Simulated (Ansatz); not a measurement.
AlCr₃B₄:
```xyz
8
Lattice="2.9029 0.0000 0.0000 0.0000 2.9179 0.0000 0.0000 0.0000 8.0363" Properties=species:S:1:pos:R:3 pbc="T T T"
Al     1.4515     1.4590     4.0181
Cr     0.0000     0.0000     5.6487
Cr     0.0000     0.0000     2.3876
Cr     0.0000     1.4590     0.0000
B      1.4515     0.0000     0.8658
B      1.4515     0.0000     7.1704
B      1.4515     1.4590     1.7941
B      1.4515     1.4590     6.2422
```

Relaxed with PBEsol. Special points in fractions of this cell's reciprocal vectors: Γ (0.000, 0.000, 0.000); X (0.500, 0.000, 0.000); S (0.500, 0.500, 0.000); Y (0.000, 0.500, 0.000); Z (0.000, 0.000, 0.500); U (0.500, 0.000, 0.500); R (0.500, 0.500, 0.500); T (0.000, 0.500, 0.500).

Task: List the band energies nearest the Fermi level at these points for PBEsol (plane waves, PAW; program Ansatz).

Result: In eV from the Fermi level; about four levels below and three above (degenerate sets whole), none deeper than 8.9 eV; points with the same levels are listed once.

```json
[
 {"k": "Γ", "below": "-3.07 -3.00 -2.76 -0.51", "above": "0.21 0.27 0.29"},
 {"k": "X", "below": "-1.61 -1.23 -1.21 -0.15", "above": "0.44 0.87 1.04"},
 {"k": "S", "below": "-3.13 -0.46 -0.44 -0.31", "above": "0.56 0.92 1.05"},
 {"k": "Y", "below": "-0.90 -0.68 -0.43 -0.16", "above": "0.12 0.34 0.87"},
 {"k": "Z", "below": "-2.96 -2.95 -0.50 -0.07", "above": "0.23 0.32 0.32"},
 {"k": "U", "below": "-2.23 -1.81 -1.28 -1.21", "above": "0.15 0.44 0.62"},
 {"k": "R", "below": "-3.13 -0.58 -0.45 -0.36", "above": "0.57 0.99 1.22"},
 {"k": "T", "below": "-1.09 -0.54 -0.46 -0.27", "above": "0.07 0.37 1.04"}
]
```

Space group Pmmm. The first step of the workflow began from a Materials Project structure, measured or hypothetical; the Crystallography Open Database files this formula in space group No. 47, but the cells were not matched. Its standing as an ambient phase is unchecked. The PBEsol relaxation kept the symmetry of its start; its stability against distortions is not shown here. The workflow began spin-polarised and lost its moments.

Potentials: the later of the program's two PAW sets.
